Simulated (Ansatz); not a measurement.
A relaxation computed with Ansatz, from input to last step.

```yaml
crystal:
  lattice:
    - [3.1597166908, 0.0, 0.0]
    - [-1.5798583454, 2.736394923, 0.0]
    - [0.0, 0.0, 16.9394672486]
  atoms:
    - { symbol: W, position: [0.3333333333, 0.6666666667, 0.0] }
    - { symbol: S, position: [0.6666666667, 0.3333333333, 0.9069626209] }
    - { symbol: S, position: [0.6666666667, 0.3333333333, 0.0930373791] }
basis:
  ecutwfc: 420
kpoints:
  mp_grid: { grid: [12, 12, 2] }
hamiltonian:
  xc: pbesol
scf:
  occupations: { method: gaussian, width: 0.02 }
output:
  forces: true
  stress: true
  eigenvalues: true
relax:
  adjacent_minimum: "off"
  f_tol: 0.005
  max_steps: 50
  cell: { stress_tol: 0.05 }
```

```bash
ansatz run input.yaml --threads 1 --pin off --max-ram 2560MiB --backend cpu --events-out ev --progress --plain --runs-dir out
```

All numbers below come from Ansatz 0.2.0, DFT PBEsol, scalar-relativistic, plane waves, PAW.

Of 5 frames 4 are shown, positions in Å and forces in eV/Å; the SCF threshold varies from step to step. Steps run on the plane waves of an earlier cell, with a Pulay correction in the pressure. The basis is chosen afresh for the last frame, the zero of the energies, and at times for earlier ones too; energy and pressure step there, also at an unchanged geometry.

```xyz
3
Lattice="3.1597 0.0000 0.0000 -1.5799 2.7364 0.0000 0.0000 0.0000 16.9395" Properties=species:S:1:pos:R:3:forces:R:3 pbc="T T T" step=1 free_energy_over_end_meV_per_atom=2.02 pressure_GPa=-0.88
W     0.0000    1.8243    0.0000    0.0000    0.0000    0.0000
S     1.5799    0.9121   15.3635    0.0000    0.0000    0.2851
S     1.5799    0.9121    1.5760    0.0000    0.0000   -0.2851
3
Lattice="3.1417 0.0000 0.0000 -1.5709 2.7208 0.0000 0.0000 0.0000 16.9372" Properties=species:S:1:pos:R:3:forces:R:3 pbc="T T T" step=2 free_energy_over_end_meV_per_atom=0.19 pressure_GPa=0.30
W     0.0000    1.8139    0.0000    0.0000    0.0000    0.0000
S     1.5709    0.9069   15.3738    0.0000    0.0000   -0.1010
S     1.5709    0.9069    1.5634    0.0000    0.0000    0.1010
3
Lattice="3.1453 0.0000 0.0000 -1.5727 2.7239 0.0000 0.0000 0.0000 16.9368" Properties=species:S:1:pos:R:3:forces:R:3 pbc="T T T" step=3 free_energy_over_end_meV_per_atom=-0.03 pressure_GPa=-0.01
W     0.0000    1.8160    0.0000    0.0000    0.0000    0.0000
S     1.5727    0.9080   15.3695    0.0000    0.0000    0.0068
S     1.5727    0.9080    1.5673    0.0000    0.0000   -0.0068
3
Lattice="3.1458 0.0000 0.0000 -1.5729 2.7243 0.0000 0.0000 0.0000 16.9368" Properties=species:S:1:pos:R:3:forces:R:3 pbc="T T T" step=5 free_energy_over_end_meV_per_atom=0.00 pressure_GPa=0.00
W     0.0000    1.8162    0.0000    0.0000    0.0000    0.0000
S     1.5729    0.9081   15.3700    0.0000    0.0000   -0.0007
S     1.5729    0.9081    1.5668    0.0000    0.0000    0.0007
```

The run took 38 s on 1 thread of Arm Neoverse V2, with other jobs on the host, peak memory 0.4 GiB.

Spin–orbit coupling is left out, which can shift energies with elements as heavy as these. The cell holds layers, and where no dispersion correction was added their binding is poorly described.